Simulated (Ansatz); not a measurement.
Li (fcc (Cu type), Fm-3m) under volume change, DFT-PBEsol in the program Ansatz with PAW potentials, scaled uniformly.

```tsv
V (Å³/atom)	E − E(relaxed) (meV/atom)	P (GPa)
18.365	…	…
18.970	3.4	0.94
19.576	0.8	0.44
20.181	0.0	0.00
20.786	…	…
21.392	2.8	-0.72
21.997	6.1	-1.02
```

Q: What belongs in the gaps?

A: 
- 20.786, E − E(relaxed) (meV/atom): 0.7
- 20.786, P (GPa): -0.38
- 18.365, E − E(relaxed) (meV/atom): 8.0
- 18.365, P (GPa): 1.50

Q: What does a third-order Birch–Murnaghan fit give for V₀, B₀ and B′?

A: V₀ = 20.18 Å³/atom, B₀ = 13.6 GPa, B′ = 3.3.

The first step of the workflow began from a Materials Project structure, measured or hypothetical; the Crystallography Open Database files this formula in space group No. 225, but the cells were not matched. It is not the phase usual at ambient conditions (space group No. 229). The PBEsol relaxation kept the symmetry of its start; whether a distortion lowers the energy is not shown.

Potentials: the earlier of the program's two PAW sets.
